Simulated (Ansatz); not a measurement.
Mg$_{2}$Pt:
```
CELL_PARAMETERS angstrom
     -3.15914     3.15914     2.80427
      3.15914    -3.15914     2.80427
      3.15914     3.15914    -2.80427
ATOMIC_POSITIONS crystal
  Mg 0.68231 0.81769 0.50000
  Mg 0.31769 0.18231 0.50000
  Mg 0.81769 0.31769 0.13539
  Mg 0.18231 0.68231 0.86461
  Pt 0.25000 0.25000 0.00000
  Pt 0.75000 0.75000 0.00000
```

Relaxed with PBEsol. Special points in fractions of this cell's reciprocal vectors: Γ (0.000, 0.000, 0.000); X (0.000, 0.000, 0.500); M (-0.500, 0.500, 0.500); Z (0.447, 0.447, -0.447); Z0 (-0.447, 0.553, 0.447); P (0.250, 0.250, 0.250); N (0.000, 0.500, 0.000).

Problem. List the band energies nearest the Fermi level at these points for PBEsol with spin–orbit coupling (plane waves, PAW; program Ansatz).

Solution. In eV from the Fermi level; about four levels below and three above (degenerate sets whole), none deeper than 8.9 eV; points with the same levels are listed once.

```tsv
k	below	above
Γ	-0.45 -0.45 -0.24 -0.24	0.08 0.08 0.73 0.73
X	-1.20 -1.20 -0.57 -0.57	1.06 1.06 1.52 1.52
M	-1.51 -1.51 -0.34 -0.34	1.20 1.20 3.70 3.70
Z	-1.50 -1.50 -0.32 -0.32	1.31 1.31 3.50 3.50
P	-2.02 -2.02 -2.02 -2.02	3.11 3.11 3.11 3.11
N	-0.60 -0.60 -0.60 -0.60	0.19 0.19 0.19 0.19
```

Space group I4/mcm. The workflow started from a Materials Project entry (that database holds measured and hypothetical structures alike); the Crystallography Open Database copy checked does not list it. Its standing as an ambient phase is unchecked. The PBEsol relaxation kept the symmetry of its start; whether a distortion lowers the energy is not shown. No spin polarisation was allowed.

Potentials: the later of the program's two PAW sets.
